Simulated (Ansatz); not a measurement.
ZrRh (space group Pnma)

```
CELL_PARAMETERS angstrom
      6.05513     0.00000     0.00000
      0.00000     4.43946     0.00000
      0.00000     0.00000     5.25186
ATOMIC_POSITIONS crystal
  Zr 0.82494 0.75000 0.85909
  Zr 0.17506 0.25000 0.14091
  Zr 0.67506 0.25000 0.35909
  Zr 0.32494 0.75000 0.64091
  Rh 0.45309 0.75000 0.16832
  Rh 0.54691 0.25000 0.83168
  Rh 0.04691 0.25000 0.66832
  Rh 0.95309 0.75000 0.33168
```

The slice is a (1 0 -1) plane (indices of the conventional cell) through the point (0.453, 0.750, 0.168) (fractional), spanned by u = [010] and v = [101] in vectors of this cell: u (4.44 Å) and v (8.02 Å, at 90° to u). It covers one period; positions are fractions (u, v).

Calculation: PBEsol (plane waves to 420 eV, PAW, scalar-relativistic; Ansatz, a program for electronic structure). k mesh 8×11×9. Near the nuclei the fields are pseudised (PAW); where an atom keeps semicore shells as valence, they peak there. ZrRh is run without spin polarisation. ZrRh was relaxed with its symmetry unable to fall.

### Question
Sketch the electrostatic potential energy of an electron, from the cell's mean on this plane as a map.

### Answer
```
|xxxxxx556644446655xxxx|
|xxxx2255220000225522xx|
|4455775500000000557755|
|8888885500000000558888|
|8888886633000033668888|
|6677888855222255888877|
|5566886600xxxx00668866|
|44556622xxxxxxxx226655|
|22445500xxxxxxxx005544|
|11335522xxxxxxxx225533|
|3344666611xxxx11666644|
|4466888866444466888866|
|6677886622000022668877|
|88887711xxxxxxxx117788|
|99995500xxxxxxxx005599|
|99995500xxxxxxxx005599|
|55555500xxxxxxxx005555|
|xxxx112200xxxx002211xx|
|xxxxxx444422224444xxxx|
|xxxxxx447766667744xxxx|
```
Scale: ten equal steps from 5.00 (start of '0') to 13.71 (end of '9'), in the order '0123456789'. Values: electrostatic potential energy of an electron, from the cell's mean, in eV. The map has 11 points along u (two characters each, u = 0 at the left) and 20 along v (v = 0 in the bottom row). Points within 1 Å of a nucleus are blanked (x), as the pseudised field means little there. Values under 5 eV are set to 5. The zero, the cell's mean, hangs on the PAW cores.
